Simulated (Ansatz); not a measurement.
SiSe2:
```yaml
crystal:
  lattice:
    - [-2.92973, 4.74192, 2.91905]
    - [2.92973, -4.74192, 2.91905]
    - [2.92973, 4.74192, -2.91905]
  atoms:
    - { symbol: Si, position: [0.25000, 0.25000, 0.00000] }
    - { symbol: Si, position: [0.75000, 0.75000, 0.00000] }
    - { symbol: Se, position: [0.87367, 0.22266, 0.09633] }
    - { symbol: Se, position: [0.12633, 0.77734, 0.90367] }
    - { symbol: Se, position: [0.62633, 0.72266, 0.34900] }
    - { symbol: Se, position: [0.37367, 0.27734, 0.65100] }
```

Relaxed with PBE+D3(BJ).

Problem. Give the Bader charges and basin volumes of the independent atoms, plane-wave PAW PBE+D3(BJ) (Ansatz code).

Solution. 

| atom | Bader charge (e) | Bader volume (Å³) |
|---|---|---|
| Si1 | +2.02 | 9.3 |
| Se3 | -1.01 | 35.9 |

Space group Ibam. Symmetry was held in the PBE+D3(BJ) relaxation.

Potentials: the later of the program's two PAW sets.
